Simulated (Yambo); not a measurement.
G0W0@PBEsol for CdS (zinc blende, space group F-43m, No. 216) in Yambo. Reference settings: 4×4×4 Γ-centred k mesh, bands 5 to 118 and a 10 Ry block in the screening, 118 bands in G with the Bruneval-Gonze terminator, plasmon pole fitted at 27.2 eV. The PBEsol gap Γ → Γ on this mesh is 1.01 eV; G0W0 gaps are taken between the same points.

```json
[
 {"change from the reference": "reference settings", "G0W0 gap Γ → Γ (eV)": "2.19", "shift of the valence edge (eV)": "-0.93"},
 {"change from the reference": "4 Ry block", "G0W0 gap Γ → Γ (eV)": "2.11", "shift of the valence edge (eV)": "-0.74"},
 {"change from the reference": "64 bands in W, 64 bands in G", "G0W0 gap Γ → Γ (eV)": "2.19", "shift of the valence edge (eV)": "-0.81"},
 {"change from the reference": "42 bands in W, 42 bands in G, no terminator", "G0W0 gap Γ → Γ (eV)": "2.13", "shift of the valence edge (eV)": "-0.41"},
 {"change from the reference": "42 bands in W, 42 bands in G", "G0W0 gap Γ → Γ (eV)": "2.23", "shift of the valence edge (eV)": "-0.68"},
 {"change from the reference": "exchange cut at 5 Ry", "G0W0 gap Γ → Γ (eV)": "1.27", "shift of the valence edge (eV)": "0.72"},
 {"change from the reference": "27 bands in W, 27 bands in G, 6 Ry block", "G0W0 gap Γ → Γ (eV)": "___", "shift of the valence edge (eV)": "-0.46"},
 {"change from the reference": "2×2×2 mesh", "G0W0 gap Γ → Γ (eV)": "2.06", "shift of the valence edge (eV)": "-0.80"}
]
```

Q: Estimate the withheld gaps from the other rows; the computed values follow.

A: 
- 27 bands in W, 27 bands in G, 6 Ry block, G0W0 gap Γ → Γ (eV): 2.30

The reference isn't shown to be the converged limit.

Spin-orbit coupling is not included.

Geometry relaxed with PBEsol; primitive cell a = 4.119 Å, b = 4.119 Å, c = 4.119 Å, α = 60.00°, β = 60.00°, γ = 60.00°.

A shift is the quasiparticle energy of the state minus its PBEsol energy.
